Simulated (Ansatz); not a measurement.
Hg:
```xyz
1
Lattice="-1.8106 1.8106 1.9586 1.8106 -1.8106 1.9586 1.8106 1.8106 -1.9586" Properties=species:S:1:pos:R:3 pbc="T T T"
Hg     0.0000     0.0000     1.9586
```

Relaxed with r²SCAN+D4. Special points in fractions of this cell's reciprocal vectors: Γ (0.000, 0.000, 0.000); X (0.000, 0.000, 0.500); P (0.250, 0.250, 0.250); N (0.000, 0.500, 0.000); M (0.500, 0.500, -0.500); S (0.464, 0.536, -0.464); S0 (-0.464, 0.464, 0.464); R (-0.427, 0.427, 0.500); G (0.500, 0.500, -0.427).

### Question
List the band energies nearest the Fermi level at these points for the program Ansatz at the r²SCAN+D4 level (PAW).

### Answer
In eV from the Fermi level; about four levels below and three above (degenerate sets whole), none deeper than 8.9 eV; … stands for higher levels left out; points with the same levels are listed once.

```csv
k,below,above
Γ,-7.33 -7.33 -7.15 -6.62 -6.44,14.33 …
X,-6.40 -5.92 -1.21 -0.70,…
P,-7.21 -7.21 -6.52 -6.40 -0.95,…
N,-6.44 -5.97 -1.69 -1.01,…
M,-7.86 -7.86 -6.12 -6.05 -6.05,2.47 2.89 …
S,-7.83 -6.15 -6.09 -6.07,2.03 3.01 …
R,-7.81 -7.81 -6.18 -6.17 -6.05,1.77 3.13 …
```

Space group I4/mmm (body-centred tetragonal). The workflow started from a Materials Project entry (that database holds measured and hypothetical structures alike); the Crystallography Open Database copy checked does not list it. It is not the usual solid phase (space group No. 166). The r²SCAN+D4 relaxation kept the symmetry of its start; whether a distortion lowers the energy is not shown. The substance is a gas or liquid at ambient conditions. The pairwise dispersion correction was not fitted to metals. Scalar-relativistic: spin–orbit coupling is off unless named, which matters more the heavier the elements.

Potentials: the later of the program's two PAW sets.
